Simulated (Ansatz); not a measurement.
Question: Each is relaxed and computed with the program Ansatz at the LDA level (PAW). Which is the only metal?
(A) SrO, rock salt
(B) MgO, rock salt
(C) HfC, rock salt
(D) MgS, rock salt

Answer: C, HfC, rock salt. HfC: metal; SrO: gap 3.12 eV (indirect); MgS: gap 2.65 eV (indirect); MgO: gap 5.03 eV (direct). All cells were relaxed under the symmetry of their starts (and spin orders); stability against distortions was not tested throughout. Named crystals with no word on spin ran without spin polarisation. Scalar-relativistic: spin–orbit coupling is off unless named, which matters more the heavier the elements.

Potentials: the earlier of the program's two PAW sets. The files were generated under PBE; for other functionals the program regenerates the frozen cores, and for LDA and PBEsol the local potential too.
